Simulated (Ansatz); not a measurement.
Trial structures of Zn2GeO3: starts and ends

All numbers below come from Ansatz 0.2.0, DFT PBE, scalar-relativistic, plane waves, PAW. All cells share a 420 eV cutoff and Γ-centred k meshes spaced at most about 0.3 Å⁻¹ (about 0.25 or finer for metals, 2π included). No spin polarisation in the final relaxations.

Each guess was relaxed in cell and atoms at zero pressure, within the symmetry of its start. These are static total energies at zero pressure. Coordination counts O atoms around Ge and Zn (those within 1.25 times the shortest such distance or 1.15 times the sum of covalent radii; a plus sign parts nearer from farther groups; the shortest distance is added where it is long for a bond).

```
guess      made from  start group  V start (Å³/atom)  end group  V end (Å³/atom)  coordination at the end  gap on mesh (eV)  E over the lowest end (meV/atom)
    1  Hf2CuSb3 type        P-4m2               11.7      P-4m2             13.5               Zn 5, Ge 4                 0                                 0
    2  Er2Mg3Ru type       P4/mmm               15.7          ?                ?                        ?                 ?                                 ?
    3  NdGa2Pt3 type       P6/mmm               12.0     P6/mmm             11.9   Zn 6, Ge 12 from 3.1 Å                 0                               327
    4  Er2AlFe3 type         R-3m               13.0       R-3m             11.6               Zn 3, Ge 6                 0                               114
```

Guess 2 as it starts:

```xyz
6
Lattice="2.9365 0.0000 0.0000 0.0000 2.9365 0.0000 0.0000 0.0000 10.9272" Properties=species:S:1:pos:R:3 pbc="T T T"
Zn    1.4682    1.4682    9.4864
Zn    1.4682    1.4682    1.4409
Ge    0.0000    0.0000    0.0000
O     0.0000    0.0000    7.2641
O     0.0000    0.0000    3.6632
O     1.4682    1.4682    5.4636
```

Q: Predict the end of this guess and its energy over the lowest end.

A: It ends in space group P4/mmm (No. 123), with a = 2.835 Å, c = 9.279 Å, 12.4 Å³/atom and no gap. It lies 136 meV/atom over the lowest end, above guess 4 and below guess 3. Counting O atoms around Ge and Zn, this end has Zn 1+4, Ge 2 and the lowest (guess 1) has Zn 5, Ge 4.

```cif
data_structure
_symmetry_space_group_name_H-M 'P 1'
_symmetry_Int_Tables_number 1
_cell_length_a 2.8353
_cell_length_b 2.8353
_cell_length_c 9.2787
_cell_angle_alpha 90.000
_cell_angle_beta 90.000
_cell_angle_gamma 90.000
_cell_volume 74.59
loop_
_atom_site_label
_atom_site_type_symbol
_atom_site_fract_x
_atom_site_fract_y
_atom_site_fract_z
_atom_site_occupancy
Zn1 Zn 0.50000 0.50000 0.69965 1
Zn2 Zn 0.50000 0.50000 0.30035 1
Ge1 Ge 0.00000 0.00000 0.00000 1
O1 O 0.00000 0.00000 0.78186 1
O2 O 0.00000 0.00000 0.21814 1
O3 O 0.50000 0.50000 0.50000 1
```

The zero of energy is the elements' standard structures at the same level (O₂ as a molecule); no fitted shifts are applied.

Q: Is the lowest end bound against the elements?

A: Yes: its formation energy is −0.88 eV/atom. It lies below the elements, which doesn't yet make it stable against other compounds or structures.

No dispersion correction is applied, so the spacing and binding between layers, chains or molecules are poorly described (P-4m2), and this can change margins and order among such cells. The zero gap of P-4m2 may come from the functional, which often closes small gaps. Cells relaxed within their symmetry can be saddle points. A lower structure may well exist outside this small set. Some types were kept out of the candidates beforehand, so the set may lack a known form.
